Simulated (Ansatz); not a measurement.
Na3BrO:
```
CELL_PARAMETERS angstrom
      4.53526     0.00000     0.00000
      0.00000     4.53526     0.00000
      0.00000     0.00000     4.53526
ATOMIC_POSITIONS crystal
  Na 0.00000 0.50000 0.50000
  Na 0.50000 0.00000 0.50000
  Na 0.50000 0.50000 0.00000
  Br 0.00000 0.00000 0.00000
  O  0.50000 0.50000 0.50000
```

Relaxed with r²SCAN. Plane-wave PAW r²SCAN (Ansatz code) gives a gap of 2.61 eV.

Q: What gap does HSE06 give on the same cell (Ansatz, PAW)?

A: 3.38 eV, 0.77 eV more. The hybrid was solved on a coarser mesh and at special points; the gap given is the minimum over both.

```tsv
k	v1 r²SCAN	c1 r²SCAN	v1 HSE06	c1 HSE06
Γ	0.00	2.61	0.00	3.38
R	-0.66	6.62	…	…
M	-0.12	5.10	…	…
X	-0.16	4.81	…	…
```

Q: Top valence (v1) and lowest conduction level (c1) in eV from each method's valence maximum (which need not be a listed point): supply the withheld HSE06 values.

A: 
- M, v1 HSE06: -0.15
- M, c1 HSE06: 5.95
- R, v1 HSE06: -0.71
- R, c1 HSE06: 7.51
- X, v1 HSE06: -0.19
- X, c1 HSE06: 5.66

Cost on shared cores: the r²SCAN run (SCF on a 6×6×6 mesh, then bands and DOS) roughly 50 core-seconds, the HSE06 run (SCF on 4×4×4, then a few points) about 100 core-seconds (a rough figure); the tasks are unlike.

Space group Pm-3m (anti-perovskite). The first step of the workflow began from a Materials Project structure, measured or hypothetical; the Crystallography Open Database copy checked does not list it. Its standing as an ambient phase is unchecked. The r²SCAN relaxation kept the symmetry of its start; whether a distortion lowers the energy is not shown. Scalar-relativistic: spin–orbit coupling is off unless named, which matters more the heavier the elements.

Potentials: the later of the program's two PAW sets.
